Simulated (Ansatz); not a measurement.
SnTe, DFT, LDA, all-electron LAPW, scalar-relativistic (Ansatz 0.2.0), run on 1 thread of Intel(R) Xeon(R) Platinum 8488C (Sapphire Rapids) on a shared host.

The cell is COD entry 9008726, as deposited and not checked against the literature; nothing was relaxed. The listed cell was then made from it by scaling, straining or moving an atom.

Command: `ansatz run input.yaml --threads 1 --pin off --max-ram 3072MiB --backend cpu --events-out ev --progress --plain --runs-dir out`

```yaml
crystal:
  lattice:
    - [-0.094695, 3.1091525, 3.1091525]
    - [3.1091525, -0.094695, 3.1091525]
    - [3.1091525, 3.1091525, -0.094695]
  atoms:
    - { symbol: Sn, position: [0.0, 0.0, 0.0] }
    - { symbol: Te, position: [0.5, 0.5, 0.5] }
kpoints:
  mp_grid: { grid: [11, 11, 11] }
  band_path:
    path:
      - [0.0, 0.0, 0.0]
      - [0.5, 0.5, 0.5]
      - [0.2579113083, 0.5, 0.7420886917]
      - [-0.2579113083, 0.2579113083, 0.5]
      - [0.0, 0.0, 0.5]
      - [0.0, 0.0, 0.0]
      - [-0.3789556542, 0.0, 0.3789556542]
      - [0.0, 0.3789556542, 0.6210443458]
      - [0.0, 0.5, 0.5]
    npoints: 5
scf:
  occupations: { method: fermi_dirac, width: 0.08 }
hamiltonian:
  xc: lda
  pseudopotentials: { kind: all_electron, lapw: { basis_error: 0.00025 } }
output:
  forces: true
  stress: true
  eigenvalues: true
```

(1) How large is the problem that the program sets up?

(2) Estimate the wall time and the peak memory.

Answers

(1) 146 irreducible k-points, 447 plane waves at Γ, 28 bands.

(2) 46 s of wall time for 9 SCF iterations, with a peak of 0.77 GiB. Times on shared machines scatter by tens of per cent.
